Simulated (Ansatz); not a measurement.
Relaxed-ion elastic tensor of ZrSe₂ (CdI2 type, P-3m1) in GPa (Voigt order), the program Ansatz at the LDA level (PAW); density 5.89 g/cm³, 23.42 Å³ per atom.

```
      1     2     3     4     5     6
-  ----  ----  ----  ----  ----  ----
1   113  22.9  10.4  -3.6   0.0   0.0
2  22.9   113  10.4   3.6   0.0   0.0
3  10.4  10.4  53.1   0.0   0.0   0.0
4  -3.6   3.6   0.0  15.3   0.0   0.0
5   0.0   0.0   0.0   0.0  15.3  -3.6
6   0.0   0.0   0.0   0.0  -3.6  45.0
```

Question: Is the crystal mechanically stable?

Answer: Yes: the smallest eigenvalue of C is 14.9 GPa.

Question: Work out the Voigt, Reuss and Hill averages.

Answer: K_V = 40.7, K_R = 34.9, K_H = 37.8; G_V = 30.8, G_R = 23.4, G_H = 27.1 GPa.

Question: Give Young's modulus, Poisson's ratio, Pugh's ratio and the universal anisotropy index.

Answer: E = 9KG/(3K + G) = 65.6 GPa; ν = 0.21; K/G = 1.39 (brittle by the Pugh limit of 1.75); A_U = 5G_V/G_R + K_V/K_R − 6 = 1.75.

Question: Estimate the sound speeds and the Debye temperature.

Answer: v_l = √((K + 4G/3)/ρ) = 3540 m/s, v_t = √(G/ρ) = 2150 m/s, mean 2370 m/s; Θ = (h/k)(3n/4πV)^(1/3) v_m = 247 K.

Question: How much does each axis shrink under pressure?

Answer: Linear compressibilities β_i = Σ_j S_ij (j = 1 to 3): x 6.1, y 6.1, z 16 per TPa.

The cell was relaxed with LDA under the symmetry of its start. No spin polarisation was allowed. A crystal of weakly bound layers computed without a dispersion correction: the cell and the soft elastic constants depend strongly on that. As this level gives no gap, shear constants depend on the k-mesh and smearing (Fermi–Dirac, 0.1 eV here).

Potentials: the later of the program's two PAW sets.
